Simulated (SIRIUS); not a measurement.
# Parameter sweep on Zn2SeS (R3m, 4 atoms in the cell; from Materials Project mp-1215446)

```
CELL_PARAMETERS angstrom
      1.95375     1.12800     6.38365
     -1.95375     1.12800     6.38365
      0.00000    -2.25600     6.38365
ATOMIC_POSITIONS crystal
  Zn 0.00374 0.00374 0.00374
  Zn 0.49637 0.49637 0.49637
  Se 0.62452 0.62452 0.62452
  S  0.12535 0.12535 0.12535
```

Base run A: SIRIUS with PBEsol, GBRV PBEsol ultrasoft pseudopotentials, self-consistent single point.

Its settings: parameters.ngridk = 6 6 6; parameters.xc_functionals = [XC_GGA_X_PBE_SOL, XC_GGA_C_PBE_SOL]; parameters.gk_cutoff = 6.325 1/bohr; parameters.pw_cutoff = 14.143 1/bohr; parameters.smearing = gaussian; parameters.smearing_width = 0.0001 Ha; potentials = GBRV PBEsol ultrasoft pseudopotentials; parameters.electronic_structure_method = pseudopotential; parameters.num_bands = 31; parameters.num_mag_dims = 0; parameters.num_dft_iter = 100; parameters.energy_tol = 1e-07 Ha; parameters.density_tol = 1e-06; mixer.type = anderson; mixer.beta = 0.5; mixer.use_hartree = false.

The structure comes from a collection of computed structures, made at another level of theory; the collection holds predicted forms beside known ones.

ΔF is the free energy per atom less that of run A. 

```csv
run,change,ΔF (meV/atom),pressure (GPa),largest force (eV/Å),gap on the mesh (eV)
A,base,0.00,-1.05,0.021,1.361
B,volume scaled by 0.94,9.6,3.71,0.079,1.606
C,volume scaled by 0.96,2.2,1.94,0.058,1.522
D,volume scaled by 0.98,-0.88,0.36,0.039,1.440
E,volume scaled by 0.99,-0.90,-0.36,0.029,1.400
F,volume scaled by 1.01,1.78,-1.70,0.016,1.322
G,volume scaled by 1.02,4.4,-2.31,0.012,1.284
H,volume scaled by 1.04,11.9,-3.44,0.022,1.209
I,volume scaled by 1.06,22.3,-4.45,0.036,1.137
```

Run E against A: The free energy hardly moves (within 1 meV/atom), the pressure goes from -1.05 to -0.36 GPa, the largest force goes from 0.021 to 0.029 eV/Å and the gap on the mesh goes from 1.361 to 1.400 eV.

Run F against A: The free energy goes up by 1.8 meV/atom, the pressure goes from -1.05 to -1.70 GPa, the largest force goes from 0.021 to 0.016 eV/Å and the gap on the mesh goes from 1.361 to 1.322 eV.
